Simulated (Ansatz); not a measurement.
Sc:
Space group P6₃/mmc (No. 194); a = 3.230 Å, b = 3.230 Å, c = 4.985 Å, α = 90.00°, β = 90.00°, γ = 120.00°

```csv
atom,site,symmetry,x,y,z
Sc,2d,-6m2,0.6667,0.3333,0.2500
```

Relaxed with LDA.

Which orbitals make up the states near the Fermi level in LDA (plane waves, PAW; program Ansatz)?

Within 0.5 eV of the Fermi level: Sc 3d 87 %, outside the projected shells 8 %. Projections are on Löwdin-orthogonalised atomic valence shells; empty p or d shells of many metals are not among them.

Tabulate the density of states.

States/eV per cell of 2 atoms, in 0.25 eV bins, energy from the Fermi level.

```tsv
E (eV)	total	Sc 3d	Sc 4s	Sc 3p
-5.35	0.00	0.00	0.00	0.00
-5.10	0.07	0.00	0.06	0.00
-4.85	0.14	0.00	0.13	0.00
-4.60	0.19	0.00	0.17	0.00
-4.35	0.24	0.00	0.22	0.00
-4.10	0.28	0.01	0.25	0.01
-3.85	0.33	0.01	0.30	0.01
-3.60	0.38	0.02	0.34	0.01
-3.35	0.42	0.04	0.36	0.01
-3.10	0.49	0.06	0.41	0.01
-2.85	0.56	0.09	0.44	0.01
-2.60	0.65	0.15	0.48	0.01
-2.35	0.78	0.23	0.52	0.02
-2.10	0.97	0.37	0.56	0.02
-1.85	1.41	0.75	0.62	0.02
-1.60	1.78	1.15	0.58	0.02
-1.35	1.76	1.25	0.45	0.02
-1.10	2.12	1.67	0.37	0.02
-0.85	2.34	2.01	0.23	0.02
-0.60	2.83	2.60	0.10	0.02
-0.35	3.06	2.67	0.18	0.03
-0.10	3.53	3.07	0.15	0.03
0.15	4.03	3.45	0.18	0.03
0.40	1.80	1.59	0.07	0.01
0.65	1.63	1.42	0.06	0.01
0.90	2.27	2.01	0.06	0.01
1.15	4.59	4.13	0.17	0.02
1.40	5.07	4.43	0.19	0.02
1.65	4.47	4.10	0.15	0.01
1.90	5.02	4.75	0.11	0.01
2.15	3.18	3.04	0.04	0.00
2.40	2.01	1.94	0.01	0.00
2.65	2.06	2.01	0.01	0.00
2.90	2.11	2.07	0.02	0.00
3.15	2.28	2.23	0.02	0.00
3.40	2.65	2.58	0.04	0.00
```

Space group P6_3/mmc (hcp (Mg type)). The cell was relaxed with LDA under the symmetry of its start. No spin polarisation was allowed. Axis ratios of metals converge slowly with the k-mesh, so a and c are less sure than the volume.

Potentials: the later of the program's two PAW sets.
